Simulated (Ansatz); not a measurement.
The relaxed structure here is a generated cell of CsPbCl3: the first start was made by placing the elements on the sites of a structure type, and the end was not matched to a known phase here, so it may be hypothetical. Known forms of CsPbCl3 include space group No. 221.

A relaxed structure of CsPbCl$_{3}$. Space group R-3c (No. 167). Method: PBE (plane waves to 420 eV, PAW, scalar-relativistic; Ansatz, a program for electronic structure).

```cif
data_Cl18Cs6Pb6
_chemical_formula_sum 'Cs6 Pb6 Cl18'
_space_group_name_H-M_alt 'R-3c :H'
_space_group_IT_number 167
_space_group_name_Hall '-R 3 2"c'
_cell_length_a 8.12506
_cell_length_b 8.12506
_cell_length_c 19.40150
_cell_angle_alpha 90.000
_cell_angle_beta 90.000
_cell_angle_gamma 120.000
loop_
_atom_site_label
_atom_site_type_symbol
_atom_site_symmetry_multiplicity
_atom_site_Wyckoff_symbol
_atom_site_fract_x
_atom_site_fract_y
_atom_site_fract_z
_atom_site_occupancy
Cs1 Cs 6 a 0.00000 0.00000 0.25000 1
Pb1 Pb 6 b 0.00000 0.00000 0.00000 1
Cl1 Cl 18 e 0.56238 0.56238 0.25000 1
```
(The calculation used a cell of 10 atoms; values per cell refer to that cell.)

Q: Estimate the band gap that PBE returns for this input.

A: 2.45 eV, direct at Γ (no spin-orbit coupling).

No spin polarisation in the result. Without spin-orbit coupling the bands of the heavy element are not split, so the gap can be far off.

The run could not lose the symmetry of its start, so the end can be a saddle point.
